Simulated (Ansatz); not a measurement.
AlBO₃ in space group R-3c (No. 167; Al on 6b, B on 6a, O on 18e), r²SCAN in the plane-wave PAW code Ansatz. The conduction-band minimum lies on the Γ–T line, 45 % of the way from Γ, with 2 equivalent valleys. Second derivatives d²E/dk² of the lowest band at one valley (eV·Å²), along Cartesian directions:

```csv
direction,d²E/dk²
[100],8.024
[010],8.024
[001],7.345
[110],8.024
[101],7.685
[011],7.684
```

Find the principal effective masses, the density-of-states mass and the conductivity mass.

Off-diagonal terms follow from H_xy = H[110] − (H_xx + H_yy)/2, and m*/mₑ = 7.620 eV·Å² over each eigenvalue: 0.95, 0.95, 1.0. One valley's DOS mass (m₁m₂m₃)^(1/3) = 0.98, conductivity mass 3/(Σ 1/mᵢ) = 0.98 mₑ.

What effective density of states Nc follows at 300 K for parabolic valleys?

Nc = 2.509e19 × 2 × (0.98)^(3/2) ≈ 4.9e19 cm⁻³.

With the computed static dielectric constant 8.16 (mean of the diagonal), estimate a hydrogenic donor's binding energy and radius.

E = 13.606 eV × 0.98/8.16² ≈ 200 meV; a = 0.529 Å × ε/m* ≈ 4.4 Å. Semilocal masses tend to be too small when the gap is underestimated.

The first step of the workflow began from a Materials Project structure, measured or hypothetical; the Crystallography Open Database files this formula in space group No. 167, but the cells were not matched. Whether it is the stable phase at ambient conditions was not checked. The cell was relaxed with r²SCAN under the symmetry of its start; whether a distortion lowers the energy is not shown.

Potentials: the later of the program's two PAW sets.
